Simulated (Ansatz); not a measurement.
Au (fcc, Cu type)

```yaml
crystal:
  lattice:
    - [0.00000, 4.15718, 4.15718]
    - [2.07859, 2.07859, 4.15718]
    - [2.07859, 2.07859, 0.00000]
  atoms:
    - { symbol: Au, position: [0.00000, 0.00000, 0.00000] }
    - { symbol: Au, position: [0.50000, 0.00000, 0.00000] }
```

The atoms are displaced by Q × the pattern below (from a DFPT mode at X = (0.5, 0.5, 0.0), largest move 1; Q in Å), at fixed cell. It is one choice among 2 degenerate patterns. (q is in reciprocal vectors of the primitive cell; the cell shown is doubled to hold the pattern.)

```csv
atom,x,y,z
Au1,0.000,1.000,0.000
Au2,0.000,-1.000,0.000
```

Computed with PBE (plane waves to 420 eV, PAW, scalar-relativistic; Ansatz, a program for electronic structure). k mesh 19×19×19 (Γ-centred), Fermi-Dirac smearing 0.05 eV. With partly filled bands, energies and forces of such displacements shift with the k mesh and the smearing. Au was relaxed with its symmetry unable to fall. Spin-orbit coupling is left out, though Au is heavy.

At one point of the scan the forces (eV/Å) are:

```tsv
atom	Fx	Fy	Fz
Au1	0.000	-1.367	0.000
Au2	0.000	1.367	0.000
```

Problem. Which point is it?
A. Q = 0.047 Å
B. Q = 0.233 Å
C. Q = 0.187 Å
D. Q = 0.093 Å

Solution. B, Q = 0.233 Å

(A displaced cell: forces are minus the slopes of the energy, force constants its curvatures, and phonons follow from these.)
